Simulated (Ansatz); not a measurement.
Input for Ansatz (plane-wave DFT, PAW):

```yaml
crystal:
  lattice:
    - [-2.7225974582, 2.7225974582, 2.3325922453]
    - [2.7225974582, -2.7225974582, 2.3325922453]
    - [2.7225974582, 2.7225974582, -2.3325922453]
  atoms:
    - { symbol: B, position: [0.25, 0.25, 0.0] }
    - { symbol: B, position: [0.75, 0.75, 0.0] }
    - { symbol: W, position: [0.6697439495, 0.1697439495, 0.8394878989] }
    - { symbol: W, position: [0.1697439495, 0.3302560505, 0.5] }
    - { symbol: W, position: [0.3302560505, 0.8302560505, 0.1605121011] }
    - { symbol: W, position: [0.8302560505, 0.6697439495, 0.5] }
basis:
  ecutwfc: 500
kpoints:
  mp_grid: { grid: [10, 10, 10] }
hamiltonian:
  xc: r2scan
scf:
  occupations: { method: gaussian, width: 0.1 }
output:
  forces: true
  stress: true
  eigenvalues: true
relax:
  adjacent_minimum: "off"
  f_tol: 0.01
  max_steps: 30
  cell: { stress_tol: 0.1, fix: [volume] }
```

Run as
```bash
ansatz run input.yaml --threads 2 --pin off --max-ram 5120MiB --backend cpu --events-out ev --progress --plain --runs-dir out
```

The calculation used Ansatz 0.2.0, DFT r2SCAN, scalar-relativistic, plane waves, PAW.

From the run's log, abridged:

```
Pseudopotentials: kind: paw
Pseudopotential: B, paw, valence charge 3, recommended cutoff 500 eV (meta_gga)
Pseudopotential: W, paw, valence charge 14, recommended cutoff 500 eV (meta_gga)
Functional definition: r2SCAN
Crystal: 6 atoms, lattice volume = 69.162 Å³
Basis set: ecut = 500 eV, 1749 PW (Γ), exchange–correlation on 144×144×144 points (64 copies of the dense FFT grid, shifted against one another)
Bands: 38, of which v1, the nominal top of the filled ones, is band 31 counted from 1 (30 counted from 0)
Symmetry: 16 space group operations
Space group: I4/mcm (ITA 140), of the structure as read, at distance tolerance 4.1e-5 Å
k-points: 102 of 1000
Initial density: superposition of atomic densities (neutral atoms: chi_scale 0, normalization atom), corrected by the library's trained network
Initial wavefunctions: pseudopotential atomic-orbital guess
Functional: x = r2scan, c = r2scan; τ floored in thin density (d = 2e-4 eV/Å³)
SCF iter   1: F=—  HF=-41903.447830 eV  |F-HF|=—  |Δ(HF+E_count)|=         —  Δρ=9.29e-3  dr2=4.84e-2  dr2_τ=4.93e-1  ethr=1.77e-3  ⟨swp⟩=5.8  Hψ=15519  notcnv=0
SCF iter   2: F=—  HF=-41903.587821 eV  |F-HF|=—  |Δ(HF+E_count)|=   1.40e-1  Δρ=5.75e-3  dr2=1.28e-2  dr2_τ=6.72e-4  ethr=7.80e-5  ⟨swp⟩=2.0  Hψ=6432  notcnv=0  defer=63
SCF iter   3: F=—  HF=-41903.590221 eV  |F-HF|=—  |Δ(HF+E_count)|=   2.40e-3  Δρ=7.74e-4  dr2=1.72e-4  dr2_τ=8.31e-5  ethr=2.06e-5  ⟨swp⟩=2.0  Hψ=5255  notcnv=0  defer=64
SCF iter   4: F=—  HF=-41903.590319 eV  |F-HF|=—  |Δ(HF+E_count)|=   9.86e-5  Δρ=2.43e-4  dr2=1.82e-5  dr2_τ=1.92e-6  ethr=2.77e-7  ⟨swp⟩=2.8  Hψ=6710  notcnv=0  defer=64
SCF iter   5: F=—  HF=-41903.590331 eV  |F-HF|=—  |Δ(HF+E_count)|=   1.22e-5  Δρ=3.08e-5  dr2=4.26e-7  dr2_τ=1.26e-7  ethr=2.94e-8  ⟨swp⟩=2.8  Hψ=6613  notcnv=0  defer=64
SCF iter   6: F=-41903.590332 eV  HF=-41903.590332 eV  |F-HF|=1.21e-9  |Δ(HF+E_count)|=   1.30e-7  Δρ=4.47e-6  dr2=9.87e-9  dr2_τ=7.96e-9  ethr=1.61e-10  ⟨swp⟩=10.2  Hψ=16732  notcnv=0
SCF 1 converged in 6 iterations: F = -41903.590332 eV  dr2 = 9.87e-9
relax step   1: F+E_penalty+E_count = -41903.59033162 eV  Δ(F+E_penalty+E_count) = +0.000e0 eV  max|allowed force component| = 3.320e-2 eV/Å  Δτ_max = 0.0000 Å  P = +24.313 GPa  Ω = 69.162 Å³  fix = [volume]  reactions: volume +24.313 GPa (6 SCF iters, dr2 threshold 1.00e-7 eV, accepted)
Initial density: handed on by an earlier stage of this run
Initial wavefunctions: those handed on with the density
SCF iter   1: F=—  HF=-41903.588808 eV  |F-HF|=—  |Δ(HF+E_count)|=         —  Δρ=6.26e-4  dr2=3.21e-4  dr2_τ=4.83e-3  ethr=5.75e-7  ⟨swp⟩=2.0  Hψ=16176  notcnv=0
SCF iter   2: F=—  HF=-41903.590294 eV  |F-HF|=—  |Δ(HF+E_count)|=   1.49e-3  Δρ=3.60e-4  dr2=9.05e-5  dr2_τ=2.32e-6  ethr=5.17e-7  ⟨swp⟩=2.0  Hψ=6611  notcnv=0
SCF iter   3: F=—  HF=-41903.590290 eV  |F-HF|=—  |Δ(HF+E_count)|=   3.56e-6  Δρ=7.74e-5  dr2=5.77e-6  dr2_τ=7.03e-7  ethr=1.46e-7  ⟨swp⟩=2.0  Hψ=5224  notcnv=0
SCF iter   4: F=—  HF=-41903.590291 eV  |F-HF|=—  |Δ(HF+E_count)|=   7.68e-7  Δρ=2.80e-5  dr2=7.39e-7  dr2_τ=2.77e-8  ethr=9.30e-9  ⟨swp⟩=2.2  Hψ=5558  notcnv=0
SCF iter   5: F=-41903.590291 eV  HF=-41903.590291 eV  |F-HF|=1.62e-8  |Δ(HF+E_count)|=   1.30e-7  Δρ=8.30e-6  dr2=5.41e-8  dr2_τ=2.81e-9  ethr=1.11e-10  ⟨swp⟩=3.7  Hψ=15741  notcnv=0
SCF 2 converged in 5 iterations: F = -41903.590291 eV  dr2 = 5.41e-8
relax step   2: F+E_penalty+E_count = -41903.59029091 eV  Δ(F+E_penalty+E_count) = +4.071e-5 eV  max|allowed force component| = 3.868e-2 eV/Å  Δτ_max = 0.0030 Å  P = +24.271 GPa  Ω = 69.162 Å³  energy of the carried Pulay correction = +1.130e-17 eV  fix = [volume]  (5 SCF iters, dr2 threshold 6.89e-8 eV, rejected (line search))
SCF iter   1: F=—  HF=-41903.590026 eV  |F-HF|=—  |Δ(HF+E_count)|=         —  Δρ=3.27e-4  dr2=9.07e-5  dr2_τ=1.44e-3  ethr=1.65e-7  ⟨swp⟩=2.0  Hψ=16108  notcnv=0
SCF iter   2: F=—  HF=-41903.590472 eV  |F-HF|=—  |Δ(HF+E_count)|=   4.46e-4  Δρ=1.91e-4  dr2=2.57e-5  dr2_τ=6.48e-7  ethr=1.46e-7  ⟨swp⟩=2.0  Hψ=6615  notcnv=0
SCF iter   3: F=—  HF=-41903.590472 eV  |F-HF|=—  |Δ(HF+E_count)|=   1.90e-7  Δρ=4.07e-5  dr2=1.64e-6  dr2_τ=2.06e-7  ethr=4.14e-8  ⟨swp⟩=2.0  Hψ=5244  notcnv=0
SCF iter   4: F=—  HF=-41903.590472 eV  |F-HF|=—  |Δ(HF+E_count)|=   4.33e-7  Δρ=1.51e-5  dr2=2.24e-7  dr2_τ=8.08e-9  ethr=2.65e-9  ⟨swp⟩=2.2  Hψ=5422  notcnv=0
SCF iter   5: F=—  HF=-41903.590472 eV  |F-HF|=—  |Δ(HF+E_count)|=   4.05e-8  Δρ=4.66e-6  dr2=1.73e-8  dr2_τ=7.47e-10  ethr=3.61e-10  ⟨swp⟩=2.0  Hψ=5130  notcnv=0
SCF iter   6: F=—  HF=-41903.590472 eV  |F-HF|=—  |Δ(HF+E_count)|=  2.91e-10  Δρ=1.21e-6  dr2=1.07e-9  dr2_τ=3.91e-11  ethr=2.80e-11  ⟨swp⟩=2.1  Hψ=5630  notcnv=0
SCF iter   7: F=-41903.590472 eV  HF=-41903.590472 eV  |F-HF|=7.28e-12  |Δ(HF+E_count)|=  1.60e-10  Δρ=2.34e-7  dr2=3.69e-11  dr2_τ=1.79e-12  ethr=1.00e-12  ⟨swp⟩=5.0  Hψ=14718  notcnv=0
SCF 3 converged in 7 iterations: F = -41903.590472 eV  dr2 = 3.69e-11
relax step   3: F+E_penalty+E_count = -41903.59047218 eV  Δ(F+E_penalty+E_count) = -1.406e-4 eV  max|allowed force component| = 3.800e-6 eV/Å  Δτ_max = 0.0014 Å  P = +24.292 GPa  Ω = 69.162 Å³  fix = [volume]  reactions: volume +24.292 GPa (7 SCF iters, accepted)
Initial wavefunctions: pseudopotential atomic-orbital guess (no wavefunctions were taken with the density)
SCF iter   1: F=—  HF=-41903.590473 eV  |F-HF|=—  |Δ(HF+E_count)|=         —  Δρ=7.88e-7  dr2=7.93e-11  dr2_τ=5.13e-10  ethr=6.43e-9  ⟨swp⟩=4.0  Hψ=28420  notcnv=0
SCF iter   2: F=-41903.590473 eV  HF=-41903.590473 eV  |F-HF|=0.00e0  |Δ(HF+E_count)|=  7.42e-10  Δρ=4.22e-7  dr2=3.06e-11  dr2_τ=2.12e-11  ethr=1.00e-12  ⟨swp⟩=6.0  Hψ=20152  notcnv=0
SCF 4 converged in 2 iterations: F = -41903.590473 eV  dr2 = 3.06e-11
SCF converged after 2 iterations
Free energy (F): -41903.590473 eV
Harris-Foulkes:  -41903.590473 eV  (|F-HF|=0.00e0)
Internal energy: -41903.573940 eV  (E = F + TS)
E sigma→0 (E₀):  -41903.582206 eV
Entropy (-TS):   -0.016533 eV (-2.756 meV/atom)
Fermi energy:    23.210115 eV
--- Per-component energies (eV) ---
  E_band       = -263.122761
  E_kinetic    = 1923.065562
  E_local      = -2362.099075  (includes V_loc(G=0)·N_el)
  E_nonlocal   = 26.224092
  E_hartree    = 883.549235
  E_xc         = -1067.894024
  E_vxc        = -1135.041730  (∫ρ·V_xc dr)
  E_paw        = -34534.473338  (= ΣΔE_a)
  E_vpaw       = -540.554464  (= ΣTr[D̂ρ^β])
  E_aug_tail   = -0.000185  (compensation charges beyond the density's cutoff)
  E_vtau       = 58.184574  (kinetic-family band-sum trace: ∫τ·v_τ [+ j·A + Jᵃ·Aᵃ] dr)
  E_ewald      = -6769.557527
  E_core_change = -2.388679  (= ΣΔE_core)
  E_smearing   = -0.016533  (= −TS)
--- Forces (eV/Å), atoms counted from 1 ---
  atom   1  B      0.00000000     0.00000000     0.00000000
  atom   2  B      0.00000000     0.00000000     0.00000000
  atom   3  W      0.00000310     0.00000310     0.00000000
  atom   4  W     -0.00000310     0.00000310     0.00000000
  atom   5  W     -0.00000310    -0.00000310     0.00000000
  atom   6  W      0.00000310    -0.00000310     0.00000000
--- Stress (GPa, compression-positive) ---
       24.291175       0.000000       0.000000
        0.000000      24.291175       0.000000
        0.000000       0.000000      24.293560
  P = ⅓ Tr σ = 24.2920 GPa (242.920 kbar)
--- Band table (eV; the first three rows and the last of 102) ---
  k-point 0: bands = ["-52.7865", "-52.6599", "-52.5609", "-52.5609", "-16.9210", "-16.8352", "-16.8352", "-16.7241", "-16.7241", "-16.5582", "-16.5393", "-16.1295", "-16.1094", "-15.7173", "-15.6973", "-15.6973", "9.7173", "13.9287", "16.5382", "17.9222", "17.9222", "18.0860", "18.2743", "19.2918", "19.2918", "19.5582", "19.5582", "20.1501", "21.4239", "21.9552", "23.1801", "24.1643", "24.1643", "24.8832", "25.9250", "25.9250", "26.9723", "29.5533"]
  k-point 1: bands = ["-52.7821", "-52.6607", "-52.5646", "-52.5610", "-16.9207", "-16.8514", "-16.8354", "-16.7388", "-16.7257", "-16.5337", "-16.4938", "-16.1503", "-16.0880", "-15.7329", "-15.7212", "-15.6990", "9.8545", "14.0154", "16.2704", "17.4857", "18.2935", "18.3279", "18.4585", "18.9173", "19.2937", "19.4148", "19.5984", "20.1371", "21.5069", "21.9663", "23.1639", "23.7596", "23.9330", "25.2760", "25.9608", "26.2673", "27.0649", "29.2046"]
  k-point 2: bands = ["-52.7698", "-52.6628", "-52.5752", "-52.5610", "-16.9073", "-16.8907", "-16.8361", "-16.7534", "-16.7175", "-16.4796", "-16.4128", "-16.2056", "-16.0334", "-15.8246", "-15.7333", "-15.7052", "10.2452", "14.2667", "15.8315", "16.9933", "18.0913", "18.4848", "18.6705", "18.9991", "19.0729", "19.3831", "19.7072", "19.8911", "21.7261", "22.1627", "23.0987", "23.2481", "23.3536", "25.7812", "26.0972", "26.9949", "27.2857", "28.0760"]
  k-point 101: bands = ["-52.6653", "-52.6653", "-52.6360", "-52.6038", "-17.2394", "-16.9473", "-16.9419", "-16.5855", "-16.5373", "-16.5373", "-16.1736", "-16.0935", "-15.8915", "-15.8915", "-15.8248", "-15.8248", "13.3801", "14.3925", "15.4062", "15.4062", "17.2381", "17.4239", "17.4239", "18.7701", "19.4594", "20.3581", "20.9906", "21.0382", "21.0382", "21.1074", "21.9883", "23.2064", "23.2064", "23.5295", "24.8618", "26.0159", "26.0159", "27.2218"]
--- Relaxed structure (3 steps of the walk, 2 accepted, 1 SCFs on fresh bases) ---
  F+E_penalty+E_count = -41903.59047313 eV   max|allowed force component| = 3.099e-6 eV/Å   (the final SCF, on the basis selected at the relaxed cell)
  cell:  # Å, volume = 69.1617 Å³
    - [-2.72226446, 2.72226446, 2.33316293]
    - [2.72226446, -2.72226446, 2.33316293]
    - [2.72226446, 2.72226446, -2.33316293]
  atoms:
    - { symbol: B, position: [0.25, 0.25, 0.0] }
    - { symbol: B, position: [0.74999999, 0.74999999, 0.0] }
    - { symbol: W, position: [0.66956495, 0.16956495, 0.83912990] }
    - { symbol: W, position: [0.16956495, 0.33043504, 0.5] }
    - { symbol: W, position: [0.33043504, 0.83043504, 0.16087009] }
    - { symbol: W, position: [0.83043504, 0.66956495, 0.5] }
```

The relaxation met its thresholds.

The run took 70 s on 2 threads of Arm Neoverse V1, on a shared host, peak memory 0.74 GiB.

Spin–orbit coupling is left out, which can shift energies with elements as heavy as these.